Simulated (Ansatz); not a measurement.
Relaxed-ion elastic tensor of ZrS2 (CdI2 type, space group No. 164) in GPa (Voigt order), PBE+D3(BJ) (plane waves, PAW; program Ansatz); density 3.94 g/cm³, 21.82 Å³ per atom.

```
 137  26.5   8.8  -3.6   0.0   0.0
26.5   137   8.8   3.6   0.0   0.0
 8.8   8.8  45.6   0.0   0.0   0.0
-3.6   3.6   0.0  12.5   0.0   0.0
 0.0   0.0   0.0   0.0  12.5  -3.6
 0.0   0.0   0.0   0.0  -3.6  55.3
```

**Question.** Is the crystal mechanically stable?

**Answer.** Yes: the smallest eigenvalue of C is 12.2 GPa.

**Question.** Work out the Voigt, Reuss and Hill averages.

**Answer.** K_V = 45.4, K_R = 33.3, K_H = 39.3; G_V = 34.4, G_R = 21.0, G_H = 27.7 GPa.

**Question.** Give Young's modulus, Poisson's ratio, Pugh's ratio and the universal anisotropy index.

**Answer.** E = 9KG/(3K + G) = 67.4 GPa; ν = 0.21; K/G = 1.42 (brittle by the Pugh limit of 1.75); A_U = 5G_V/G_R + K_V/K_R − 6 = 3.55.

**Question.** Estimate the sound speeds and the Debye temperature.

**Answer.** v_l = √((K + 4G/3)/ρ) = 4400 m/s, v_t = √(G/ρ) = 2650 m/s, mean 2930 m/s; Θ = (h/k)(3n/4πV)^(1/3) v_m = 313 K.

**Question.** Solve the Christoffel equation for the three sound speeds along x, y, z.

**Answer.** Eigenvalues of C_ijkl n_j n_l equal ρv². In km/s, slowest first: x 1.76, 3.76, 5.90; y 1.77, 3.75, 5.90; z 1.78, 1.78, 3.40.

**Question.** How much does each axis shrink under pressure?

**Answer.** Linear compressibilities β_i = Σ_j S_ij (j = 1 to 3): x 5.0, y 5.0, z 20 per TPa.

Space group P-3m1 (CdI2 type). The PBE+D3(BJ) relaxation kept the symmetry of its start; phonons on a q-mesh show no instability. The run is not spin-polarised.

Potentials: the later of the program's two PAW sets.
